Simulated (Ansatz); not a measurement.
Single point in Ansatz 0.2.0 with LDA, collinear spin. Cutoff 420 eV, PAW datasets, 5×5×5 Γ-centred k mesh, fermi-dirac filling (width 0.1 eV).

Computed maps in the lattice plane spanned by a (left to right, 4.40 Å, 13 points from zero) and b (bottom to top, 4.40 Å, 13 points from zero), 90° apart, at height 0.000 along c. The fields are smooth PAW ones with compensation charges, not the true ones near nuclei.

Valence density. Digits on a logarithmic scale: 0 up to 0.03 e/Å³, each further digit a factor of 1.6, 9 from 1.3 e/Å³ up:
```
9998899998899
9987799997789
8876567765678
9875555555578
9996544445699
9997543345799
9997543345799
9996544445699
9875555555578
8876567765678
9987799997789
9998899998899
9998999999899
```

ELF. Ten even steps from '0' (0.02) to '9' (0.78):
```
0033379973330
3343247742343
3334323323433
4323433334323
9742332233247
9973322223379
9973322223379
9742332233247
4323433334323
3334323323433
3343247742343
0033379973330
0033499994330
```

**Question.** The cell is Sr$_{2}$Tl$_{3}$Rh$_{2}$S$_{2}$. Which atoms lie within 0.2 Å of this plane, and where (fractions of a and b)?

**Answer.** Tl at (0.00, 0.00), Rh at (0.00, 0.50), Rh at (0.50, 0.00). The whole cell:
```xyz
9
Lattice="0.0000 4.3984 0.0000 4.3984 0.0000 0.0000 2.1992 2.1992 -10.2203" Properties=species:S:1:pos:R:3 pbc="T T T"
Sr    4.3984    4.3984   -8.3377
Sr    2.1992    2.1992   -1.8826
Tl    0.0000    0.0000    0.0000
S     2.1992    2.1992   -6.7250
S     4.3984    4.3984   -3.4953
Tl    4.3984    2.1992   -5.1101
Tl    2.1992    4.3984   -5.1101
Rh    2.1992    0.0000    0.0000
Rh    0.0000    2.1992    0.0000
```

The state carries no moments; the state need not be the lowest.

Origin: a known structure type with other elements, at an estimated volume, so it need not be a known compound. Caveats: atoms or cell far from equilibrium.
